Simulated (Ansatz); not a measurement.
**KMgF3: phonons and dielectric response**

KMgF3 in the perovskite structure, relaxed with PBEsol.

```yaml
# lattice in Å, fractional positions
crystal:
  lattice:
    - [3.99158, 0.00000, 0.00000]
    - [0.00000, 3.99158, 0.00000]
    - [0.00000, 0.00000, 3.99158]
  atoms:
    - { symbol: K, position: [0.00000, 0.00000, 0.00000] }
    - { symbol: Mg, position: [0.50000, 0.50000, 0.50000] }
    - { symbol: F, position: [0.50000, 0.50000, 0.00000] }
    - { symbol: F, position: [0.50000, 0.00000, 0.50000] }
    - { symbol: F, position: [0.00000, 0.50000, 0.50000] }
```

Computed with Ansatz (plane-wave DFT, scalar-relativistic): PBEsol; Ansatz hand-made PAW at 1050 eV; k mesh 4×4×4; fixed occupations; no spin. Harmonic phonons by linear response, frequencies in cm⁻¹, imaginary ones marked i; at Γ the three translations are left out and no LO–TO term is added.

Caveats: coarse k mesh.

Question: Give the 12 optical frequencies at Γ.

Answer: 142 (×3), 180 (×3), 281 (×3), 460 (×3) cm⁻¹. None is unstable.

Question: What are the clamped-ion dielectric constant and the Born effective charges (diagonal parts)?

Answer: ε∞ = 2.12. Born charges in e: K 1.19; Mg 2.01; F (-0.96, -0.96, -1.28); F (-0.96, -1.28, -0.96); F (-1.28, -0.96, -0.96).

Question: How high does the top LO mode lie once the non-analytic term is added?

Answer: 551 cm⁻¹.

Time of the run on a server CPU (model not recorded), shared host: about 76 s of wall time (2.8 cores busy on average), 0.96 GiB of host memory.
